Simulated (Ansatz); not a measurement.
**Property card for NbPd**

NbPd in space group R-3m (No. 166; Nb on 3a, Pd on 3b), a = b = 2.789 Å, c = 13.847 Å, α = β = 90.00°, γ = 120.00°; the cell used has 2 atoms.

Space group R-3m (No. 166); conventional cell a = b = 2.7892 Å, c = 13.8472 Å, α = β = 90.00°, γ = 120.00°.

Method: the program Ansatz at the LDA level (PAW). Structure relaxed to zero pressure with the same functional. Other levels are named where they apply.

Cell and energy:

- Volume per atom: 15.55 Å³
- Density: 10.64 g/cm³
- Formation energy from the elements (no fitted shifts): -0.16 eV/atom

Electronic structure:

- Electronic character = metallic (no gap)
- Density of states at the Fermi level = 0.81 states/eV per atom (mean over ±0.08 eV)

Mechanics:

- Bulk modulus (Birch–Murnaghan fit) = 213 GPa
- Pressure derivative B′ = 4.5

Phonons:

* **Highest zone-centre frequency**: 194 cm⁻¹
* **Zone-centre stability**: no imaginary mode at Γ

The workflow started from a Materials Project entry (that database holds measured and hypothetical structures alike); the Crystallography Open Database copy checked does not list it. With Nb and Pd taken as one species the cell has the higher symmetry Fm-3m, so it may be an ordered model of a mixed-site phase. Whether it is the stable phase at ambient conditions was not checked. The cell was relaxed with LDA under the symmetry of its start. The run is not spin-polarised. As this level gives no gap, phonon frequencies hold no LO–TO term and depend on the k-mesh and smearing (Fermi–Dirac, 0.1 eV here). Axis ratios of metals converge slowly with the k-mesh, so a and c are less sure than the volume. The references are the lowest solids computed at this level, not always the standard phases. Scalar-relativistic: spin–orbit coupling is off unless named, which matters more the heavier the elements.

Potentials: the later of the program's two PAW sets.
